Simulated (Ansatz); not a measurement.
## From three elastic constants to directional properties of AlOs

Theory: DFT r2SCAN, scalar-relativistic, plane waves, PAW (Ansatz). Settings: 500 eV plane-wave cutoff, Γ-centred 14×14×14 mesh, Fermi-Dirac smearing of 0.15 eV. No spin polarisation.

The cell, relaxed at this level:
```
CELL_PARAMETERS angstrom
2.99855 0.00000 0.00000
0.00000 2.99855 0.00000
0.00000 0.00000 2.99855
ATOMIC_POSITIONS crystal
Al 0.00000 0.00000 0.00000
Os 0.50000 0.50000 0.50000
```

In a metal, frequencies and elastic constants depend on the k mesh and the smearing, soft modes and shear constants most. Spin–orbit coupling is left out, which can shift energies with elements as heavy as these.

With ions relaxed, on the cubic axes: C11 = 382.2, C12 = 188.1, C44 = 162.4 GPa. The density is 13.378 g/cm³.

Question: Is the crystal stable against strain, and how anisotropic is it?

Answer: Born's conditions hold: C11 + 2C12 = 758.5, C11 − C12 = 194.1 and C44 = 162.4 GPa are all positive. B = (C11 + 2C12)/3 = 252.8 GPa. The two shear moduli are C44 and C′ = (C11 − C12)/2 = 97.1 GPa, so Zener's ratio is A = C44/C′ = 1.67: the tetragonal shear C′ is the soft one, as in many fcc and bcc metals and zincblende crystals. The Cauchy pressure C12 − C44 is 25.7 GPa; it would vanish for pair forces between atoms on inversion centres at zero pressure, and a positive value is usual with metallic or many-body binding.

Question: Give the sound speeds along the three symmetry directions.

Answer: The Christoffel equation gives ρv² for each branch:
| direction | branch | ρv² | GPa | v (m/s) |
| --- | --- | --- | --- | --- |
| [100] | L | C11 | 382.2 | 5345 |
| [100] | T (×2) | C44 | 162.4 | 3484 |
| [110] | L | (C11 + C12 + 2C44)/2 | 447.6 | 5784 |
| [110] | T, u ∥ [001] | C44 | 162.4 | 3484 |
| [110] | T, u ∥ [1-10] | (C11 − C12)/2 | 97.1 | 2694 |
| [111] | L | (C11 + 2C12 + 4C44)/3 | 469.4 | 5923 |
| [111] | T (×2) | (C11 − C12 + C44)/3 | 118.8 | 2981 |

Question: How does Young's modulus depend on direction?

Answer: Inverting gives S11 = 3.873, S12 = -1.277, S44 = 6.158 TPa⁻¹. Along a unit vector (l, m, n), 1/E = S11 − 2(S11 − S12 − S44/2)(l²m² + m²n² + n²l²), where the last bracket is 0, 1/4 and 1/3 for [100], [110] and [111]: E = 258, 352 and 401 GPa. With A > 1 the body diagonal is stiffest. For a film on (001), the biaxial modulus is C11 + C12 − 2C12²/C11 = 385 GPa and the normal strain is −2C12/C11 = -0.98 times the in-plane one.

Cost: 2 runs of about 3 core-minutes in all, on Intel Xeon Platinum 8275CL (Skylake/Cascade Lake) (shared hosts).